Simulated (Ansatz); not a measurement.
A distorted cell of PbS (rock salt):

```
CELL_PARAMETERS angstrom
      0.00000     3.00445     3.00445
      3.00445     0.00000     3.00445
      3.00445     3.00445     0.00000
ATOMIC_POSITIONS crystal
  S  0.00000 0.00000 0.00000
  Pb 0.46541 0.46541 0.46541
```

Method: PBE (plane waves to 420 eV, PAW, scalar-relativistic; Ansatz, a program for electronic structure). k mesh 8×8×8 (Γ-centred), Fermi-Dirac smearing 0.05 eV. Energies are smeared free energies. Compression counts positive. PbS was relaxed with its symmetry unable to fall. Spin-orbit coupling is left out, though Pb is heavy.

**Question.** What forces act on the atoms (eV/Å, Cartesian)?

**Answer.** 
```tsv
atom	Fx	Fy	Fz
S1	-0.218	-0.218	-0.218
Pb2	0.218	0.218	0.218
```

**Question.** What is the stress tensor (GPa)?

**Answer.** 
```
    1.8      0.3      0.3
    0.3      1.8      0.3
    0.3      0.3      1.8
```
The pressure, a third of the trace, is 1.8 GPa.

**Question.** In it atom 2 sits (-0.208, -0.208, -0.208) Å away from its relaxed site. What is its energy relative to the relaxed cell?

**Answer.** 42 meV/cell.

(For displaced atoms, the force is minus the slope of the energy, and its curvature is a force constant, which sets phonon frequencies.)
